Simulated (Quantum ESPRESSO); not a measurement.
**Band energies of LiBaF₃**

```
CELL_PARAMETERS angstrom
      3.98858     0.00000     0.00000
      0.00000     3.98858     0.00000
      0.00000     0.00000     3.98858
ATOMIC_POSITIONS crystal
  Li 0.50000 0.50000 0.50000
  F  0.00000 0.50000 0.50000
  F  0.50000 0.00000 0.50000
  F  0.50000 0.50000 0.00000
  Ba 0.00000 0.00000 0.00000
```

PBEsol (Quantum ESPRESSO, PseudoDojo norm-conserving, 84 Ry, with spin-orbit coupling); path ΓXMΓRX,MR; energies in eV from the valence-band maximum.

| k (1/Å) | point | band 34 | band 35 | band 36 | band 37 | band 38 | band 39 | band 40 | band 41 |
|---|---|---|---|---|---|---|---|---|---|
| 0.00 | Γ | 0.00 | 6.56 | 6.56 | 6.56 | 6.56 | 7.98 | 7.98 | 9.80 |
| 0.20 |  | -0.05 | 6.75 | 6.75 | 6.84 | 6.84 | 8.31 | 8.31 | 9.88 |
| 0.59 |  | -0.37 | 7.77 | 7.77 | 8.20 | 8.20 | 10.19 | 10.19 | 10.56 |
| 0.79 | X | -0.49 | 8.00 | 8.00 | 8.53 | 8.53 | 10.27 | 10.27 | 10.70 |
| 0.98 |  | -0.46 | 8.15 | 8.15 | 8.81 | 8.81 | 10.27 | 10.27 | 10.36 |
| 1.38 |  | -0.28 | 8.92 | 8.92 | 9.00 | 9.00 | 10.67 | 10.67 | 10.76 |
| 1.58 | M | -0.23 | 8.80 | 8.80 | 9.11 | 9.11 | 10.72 | 10.72 | 10.79 |
| 1.76 |  | -0.20 | 8.86 | 8.86 | 9.04 | 9.04 | 10.68 | 10.68 | 10.76 |
| 2.13 |  | -0.08 | 7.81 | 7.81 | 8.51 | 8.51 | 9.47 | 9.47 | 10.31 |
| 2.32 |  | -0.05 | 7.22 | 7.22 | 7.49 | 7.49 | 8.92 | 8.92 | 10.07 |
| 2.69 | Γ | 0.00 | 6.56 | 6.56 | 6.56 | 6.56 | 7.98 | 7.98 | 9.80 |
| 3.03 |  | -0.05 | 7.24 | 7.24 | 7.24 | 7.24 | 8.75 | 8.75 | 10.04 |
| 3.37 |  | -0.16 | 8.61 | 8.61 | 8.66 | 8.66 | 9.32 | 9.32 | 10.03 |
| 3.71 |  | -0.22 | 8.54 | 8.54 | 8.54 | 8.54 | 8.63 | 8.63 | 10.66 |
| 4.05 | R | -0.19 | 7.94 | 7.94 | 7.94 | 7.94 | 8.03 | 8.03 | 11.96 |
| 4.21 |  | -0.22 | 8.08 | 8.08 | 8.10 | 8.10 | 8.19 | 8.19 | 11.29 |
| 4.53 |  | -0.34 | 8.97 | 8.97 | 9.00 | 9.00 | 9.11 | 9.11 | 9.67 |
| 4.85 |  | -0.46 | 8.43 | 8.43 | 9.05 | 9.05 | 10.10 | 10.10 | 10.17 |
| 5.17 | X | -0.49 | 8.00 | 8.00 | 8.53 | 8.53 | 10.27 | 10.27 | 10.70 |
| 5.17 | M | -0.23 | 8.80 | 8.80 | 9.11 | 9.11 | 10.72 | 10.72 | 10.79 |
| 5.32 |  | -0.23 | 8.71 | 8.71 | 9.25 | 9.25 | 10.21 | 10.21 | 10.29 |
| 5.64 |  | -0.22 | 8.25 | 8.25 | 8.63 | 8.63 | 8.71 | 8.71 | 10.36 |
| 5.96 | R | -0.19 | 7.94 | 7.94 | 7.94 | 7.94 | 8.03 | 8.03 | 11.96 |

The PBEsol gap is direct, 6.56 eV at Γ.

The cell is held in this high symmetry; tilts and polar distortions were not searched.

Geometry of the Materials Project entry, not relaxed at this level.

The structure is a Materials Project entry; no match was found in the copy of COD used, and its stability was not checked.
